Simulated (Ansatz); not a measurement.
Na (bcc (W type), Im-3m) under volume change, PBE in the plane-wave PAW code Ansatz, scaled uniformly.

| V (Å³/atom) | E − E(relaxed) (meV/atom) | P (GPa) |
|---|---|---|
| 33.639 | 8.4 | 0.87 |
| 34.748 | 3.6 | 0.54 |
| 35.857 | ___ | ___ |
| 36.966 | 0.0 | 0.00 |
| 38.075 | 0.8 | -0.22 |
| 39.184 | ___ | ___ |
| 40.293 | 6.3 | -0.57 |

Q: What belongs in the gaps?

A: 
- 39.184, E − E(relaxed) (meV/atom): 2.9
- 39.184, P (GPa): -0.41
- 35.857, E − E(relaxed) (meV/atom): 0.8
- 35.857, P (GPa): 0.25

Q: What does a third-order Birch–Murnaghan fit give for V₀, B₀ and B′?

A: V₀ = 36.97 Å³/atom, B₀ = 7.8 GPa, B′ = 3.7.

Symmetry was held in the PBE relaxation.

Potentials: the earlier of the program's two PAW sets.
